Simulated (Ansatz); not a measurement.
## Compressing Ca2Bi: a fit and a missing row

Ca2Bi, I4/mmm, a = 4.841 Å, c = 16.948 Å. The structure is a COD entry; whether it is the stable form wasn't checked. Ansatz: r2SCAN, PAW, 500 eV, Γ-centred 10×10×10 mesh on 6 atoms, Gaussian smearing 0.01 eV; no spin polarisation. Shape and atoms are relaxed at each volume; pressure is positive in compression.

```tsv
V (Å³/atom)	P (GPa)
31.111	?
32.104	1.09
33.097	-0.01
34.090	-0.95
35.082	-1.76
```

Question: Take V0 = 33.097 Å³/atom, count pressures from its P0 = -0.01 GPa, fit the third-order Birch–Murnaghan form to the other rows, and predict the missing pressure.

Answer: With the Eulerian strain f = ½[(V0/V)^(2/3) − 1] and y = (P − P0)/[3f(1 + 2f)^(5/2)], the form is the line y = B0 + 1.5 B0 (B0′ − 4) f. Rows (f, y): 0.01026, 34.0; -0.00976, 33.7; -0.01904, 33.8. Means f = -0.006180, y = 33.833; Σ(Δf)² = 0.0004485, ΣΔfΔy = 0.003646; the slope is their ratio. y = 33.88 + 8.130 f GPa, so B0 = 33.9 GPa and B0′ = 4 + 2 × (8.130)/(3 × 33.88) = 4.16. At V = 31.111, f = 0.02106, y = 34.05 and P = 2.38 GPa. The run gave 2.37 GPa, so the fit is 0.01 GPa too high, a small miss on the scale of the series. The form still works here, 33 % of the fitted range beyond its end.

Spin–orbit coupling is left out, which can shift energies with elements as heavy as these.